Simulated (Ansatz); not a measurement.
**How settings move the elastic constants of MnIr**

Theory: DFT PBEsol, scalar-relativistic, plane waves, PAW (Ansatz). Settings: 420 eV plane-wave cutoff, Γ-centred 16×16×12 mesh, Gaussian smearing of 0.20 eV. Collinear spin, site moments 1.2, -0.1 μB.

Relaxed structure:
```xyz
2
Lattice="2.6238 0.0000 0.0000 0.0000 2.6238 0.0000 0.0000 0.0000 3.6147" Properties=species:S:1:pos:R:3 pbc="T T T"
Mn    1.3119    1.3119    1.8073
Ir    0.0000    0.0000    0.0000
```

In a metal, frequencies and elastic constants depend on the k mesh and the smearing, soft modes and shear constants most. Spin–orbit coupling is left out, which matters for heavy elements.

At these settings the run gives the elastic coefficients (GPa; two-point stencil, strain 0.002 and ions relaxed unless stated):
```json
{"setting": "reference run", "C11": "675.9", "C12": "68.9", "C44": "249.8", "C33": "512.4", "C13": "199.7", "C66": "140.5"}
```

Question: One thing at a time is changed: XC grid level 1; strain amplitude 0.005; strain amplitude 0.0002; cutoff 800 eV; occupations gaussian, width 0.005 eV. What does each run give?

Answer:
```
                             setting C11   C12    C44    C33    C13    C66
                     XC grid level 1  675.9  68.9  249.8  512.4  199.7  140.5
              strain amplitude 0.005  676.0  69.0  249.9  512.4  199.8  140.5
             strain amplitude 0.0002  675.2  68.7  249.6  511.9  199.5  140.3
                       cutoff 800 eV  675.5  68.9  249.8  512.1  199.7  140.5
occupations gaussian, width 0.005 eV  708.5  91.0  267.6  550.3  201.5  139.5
```
The reference run stands for the crystal at ordinary settings. No effect at these digits: XC grid level 1.

Cost: 6 runs of about 47 core-minutes in all, on AMD EPYC 7R43 (Zen 3) (shared hosts).